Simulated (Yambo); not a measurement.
G0W0@PBEsol for a free-standing SnSe$_{2}$ monolayer (symmetry P-3m1, slab cell 16.2 Å high) in Yambo (6×6×1 mesh, 6 Ry block, plasmon pole, screening fixed), without a terminator:

| bands N in G | gap Γ → M (eV) | shift of the valence edge (eV) |
|---|---|---|
| 98 | 1.892 | -0.351 |
| 150 | 1.893 | -0.596 |
| 220 | 1.883 | -0.735 |

Question: Extrapolate both columns to infinite N with E(N) = E∞ + A/N, test the form, and compare with the terminator.

Answer: From two points, E∞ = (N2 E2 − N1 E1)/(N2 − N1). The two largest N give 1.86 eV for the gap and -1.03 eV for the shift; the two smallest give 1.89 eV and -1.06 eV. For the gap the slopes A are -0.3 and 4.7 eV: the form isn't reached, and its limit is uncertain. For the shift the slopes A are 69 and 66 eV: the 1/N form holds. With the Bruneval-Gonze terminator and 220 bands the run gives 1.90 eV and -0.92 eV, 0.04 eV and 0.11 eV from the extrapolated values: the terminator too is an estimate of the remainder. Block, mesh and the bands in W are held fixed.

The standard potentials for Se, Sn keep a d shell in the valence without the s and p states of that shell. In tests on such compounds this moved G0W0 gaps by up to about 0.9 eV, so absolute quasiparticle energies here are unreliable; differences between settings are what counts.

Spin-orbit coupling is included.

Geometry relaxed with PBEsol; primitive cell a = 3.8064 Å, b = 3.8064 Å, c = 16.2000 Å, α = 90.00°, β = 90.00°, γ = 120.00°.

A shift is the quasiparticle energy of the state minus its PBEsol energy.
